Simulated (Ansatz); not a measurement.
EuSn3 (Pm-3m): majority and minority states

The source of the geometry is a structure from the Materials Project; atoms and cell stay fixed.

Settings: LDA, 6×6×6 k mesh, Fermi–Dirac smearing of 0.05 eV. LAPW is all-electron LAPW in Ansatz 0.2.0. Site moments are integrated in spheres about the atoms.

The run was typed so:

```yaml
crystal:
  lattice:
    - [4.7644144033, 0.0, 0.0]
    - [0.0, 4.7644144033, 0.0]
    - [0.0, 0.0, 4.7644144033]
  atoms:
    - { symbol: Eu, position: [0.0, 0.0, 0.0], spin: 6.7 }
    - { symbol: Sn, position: [0.0, 0.5, 0.5] }
    - { symbol: Sn, position: [0.5, 0.5, 0.0] }
    - { symbol: Sn, position: [0.5, 0.0, 0.5] }
magnetization:
  spin_polarized: true
kpoints:
  mp_grid: { grid: [6, 6, 6] }
scf:
  occupations: { method: fermi_dirac, width: 0.05 }
hamiltonian:
  xc: lda
  pseudopotentials: { kind: all_electron, lapw: { basis_error: 0.001 } }
output:
  forces: true
  stress: true
  eigenvalues: false
  populations: true
  dos: { projected: true, de: 0.1, e_range: [-8, 5] }
```

Command: `ansatz run input.yaml --threads 2 --pin off --max-ram 6144MiB --backend cpu --events-out ev --progress --plain --runs-dir out`

Question: Give the density of states by spin, smoothed by a Gaussian of 0.15 eV.

Answer: 
```
E − E_F (eV)  majority (states/eV/cell)  minority (states/eV/cell)
       -7.00                       1.20                       1.28
       -6.60                       0.88                       0.93
       -6.20                       0.64                       0.66
       -5.80                       0.61                       0.61
       -5.40                       0.43                       0.48
       -5.00                       0.11                       0.13
       -4.60                       0.01                       0.01
       -4.20                       0.05                       0.03
       -3.80                       0.48                       0.31
       -3.40                       0.82                       0.75
       -3.00                       0.83                       0.77
       -2.60                       1.44                       1.20
       -2.20                       1.64                       1.62
       -1.80                       1.61                       1.40
       -1.40                       1.15                       1.50
       -1.00                       1.72                       0.71
       -0.60                      10.80                       1.12
       -0.20                       6.05                       0.76
        0.20                       1.16                       0.96
        0.60                       1.15                       0.99
        1.00                       1.30                       1.23
        1.40                       1.27                       1.05
        1.80                       1.35                       1.17
        2.20                       1.47                       1.07
        2.60                       1.94                       1.40
        3.00                       2.39                       1.84
        3.40                       2.14                       3.13
        3.80                       1.68                       8.34
        4.20                       2.02                      10.23
```
Site moments (μB): Eu1 6.79, Sn2 0.00, Sn3 0.00, Sn4 0.00. Cell moment 6.82 μB.

Löwdin populations of d and f shells (filled inner shells left out):

```tsv
shell	up	down
Eu1 5d	1.14	1.02
Eu1 4f	6.76	0.03
```

Further occupied bands lie below the window, the nearest with its top at -7.0 eV.

Without U a semilocal functional puts the f levels too near the Fermi level, which can change moments and the order of magnetic states; site and cell moments are spin moments. Spin–orbit coupling is left out although heavy atoms are present. With open f shells a run can end in a state that isn't the lowest. None of this fixes the real material's magnetic order: only patterns that fit the cell were computed, at zero temperature, with a functional that can overstate moments.
